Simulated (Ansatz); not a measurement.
SnTe (rock salt), relaxed and computed with several functionals in Ansatz (plane waves, PAW).

```tsv
functional	a (Å)	gap (eV)	B₀ by P(V) fit (GPa)
HSE06	[?]	[?]	[?]
PBE	6.409	0.05	40.2
r²SCAN	6.374	0.14	43.8
```

Q: Fill in the missing entries.

A: 
- HSE06, a (Å): 6.364
- HSE06, gap (eV): 0.23
- HSE06, B₀ by P(V) fit (GPa): 43.4

All cells were relaxed under the symmetry of their starts (and spin orders); stability against distortions was not tested throughout. Spin–orbit coupling is left out wherever it is not named.

Potentials: the later of the program's two PAW sets.

Ansatz (a quantum-chemistry and plane-wave program) is a plane-wave DFT program.
